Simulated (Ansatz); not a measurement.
TiGe$_{2}$:
```yaml
crystal:
  lattice:
    - [0.00000, 4.26670, 4.35853]
    - [2.50002, 0.00000, 4.35853]
    - [2.50002, 4.26670, 0.00000]
  atoms:
    - { symbol: Ti, position: [0.75000, 0.75000, 0.75000] }
    - { symbol: Ti, position: [0.50000, 0.50000, 0.50000] }
    - { symbol: Ge, position: [0.08085, 0.41915, 0.08085] }
    - { symbol: Ge, position: [0.41915, 0.08085, 0.41915] }
    - { symbol: Ge, position: [0.16915, 0.83085, 0.16915] }
    - { symbol: Ge, position: [0.83085, 0.16915, 0.83085] }
```

Relaxed with PBEsol. Special points in fractions of this cell's reciprocal vectors: Γ (0.000, 0.000, 0.000); Y (0.500, 0.000, 0.500); T (1.000, 0.500, 0.500); Z (0.500, 0.500, 0.000); Σ0 (0.000, 0.418, 0.418); U0 (1.000, 0.582, 0.582); C0 (0.500, 0.246, 0.746); A0 (0.500, 0.754, 0.254); L (0.500, 0.500, 0.500).

Q: List the band energies nearest the Fermi level at these points for PBEsol (plane waves, PAW; program Ansatz).

A: In eV from the Fermi level; about four levels below and three above (degenerate sets whole), none deeper than 8.9 eV; points with the same levels are listed once.

| k | below | above |
|---|---|---|
| Γ | -1.99 -1.76 -1.55 -0.90 | 1.68 2.36 2.49 |
| Y | -2.40 -2.40 -0.86 -0.86 | 1.13 1.13 2.40 2.40 |
| T | -1.25 -1.25 -0.61 -0.61 | 0.98 0.98 1.84 1.84 |
| Z | -1.66 -1.66 -0.97 -0.97 | 0.89 0.89 2.84 2.84 |
| Σ0 | -1.93 -1.35 -0.58 -0.22 | 0.06 0.87 0.97 |
| C0 | -1.84 -1.84 -1.43 -1.43 | 0.97 0.97 1.77 1.77 |
| L | -2.51 -1.85 -1.14 -0.09 | 0.21 0.82 1.28 |

Space group Fddd. The workflow started from a Materials Project entry (that database holds measured and hypothetical structures alike); the Crystallography Open Database files this formula in space group No. 70, but the cells were not matched. Whether it is the stable phase at ambient conditions was not checked. The PBEsol relaxation kept the symmetry of its start; of distortions, only those at the zone centre were tested. The run is not spin-polarised. Scalar-relativistic: spin–orbit coupling is off unless named, which matters more the heavier the elements.

Potentials: the later of the program's two PAW sets.
